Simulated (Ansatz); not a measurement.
Relaxed AlN (zinc blende):

```yaml
crystal:
  lattice:
    - [0.00000, 4.40321, 4.40321]
    - [2.20161, 2.20161, 4.40321]
    - [2.20161, 2.20161, 0.00000]
  atoms:
    - { symbol: N, position: [0.00000, 0.75000, 0.75000] }
    - { symbol: N, position: [0.50000, 0.75000, 0.75000] }
    - { symbol: Al, position: [0.00000, 0.00000, 0.00000] }
    - { symbol: Al, position: [0.50000, 0.00000, 0.00000] }
```

The atoms are displaced by Q × the pattern below (from a DFPT mode at X = (0.5, 0.5, 0.0), largest move 1; Q in Å), at fixed cell. (q is in reciprocal vectors of the primitive cell; the cell shown is doubled to hold the pattern.)

| atom | x | y | z |
|---|---|---|---|
| N1 | 0.000 | 0.000 | 1.000 |
| N2 | 0.000 | 0.000 | -1.000 |

Atoms not listed stay in place.

The numbers are results of PBE (plane waves to 420 eV, PAW, scalar-relativistic; Ansatz, a first-principles code), not measurements. k mesh 13×13×13 (Γ-centred), Fermi-Dirac smearing 0.05 eV. The energy includes the smearing's −TS. AlN was relaxed with its symmetry unable to fall. ΔE is measured from the undisplaced structure.

| Q (Å) | ΔE (meV/cell) |
|---|---|
| -0.180 | 797 |
| -0.120 | 356 |
| -0.060 | 89 |
| 0.000 | 0 |
| 0.060 | 89 |
| 0.120 | 356 |
| 0.180 | 797 |

Question: Which DFPT wavenumber at X = (0.5, 0.5, 0.0) belongs to this mode?
A. 574 cm⁻¹
B. 695 cm⁻¹
C. 332 cm⁻¹

Answer: B, 695 cm⁻¹. The curvature of the scan gives 695 cm⁻¹

(A displaced cell: forces are minus the slopes of the energy, force constants its curvatures, and phonons follow from these.)
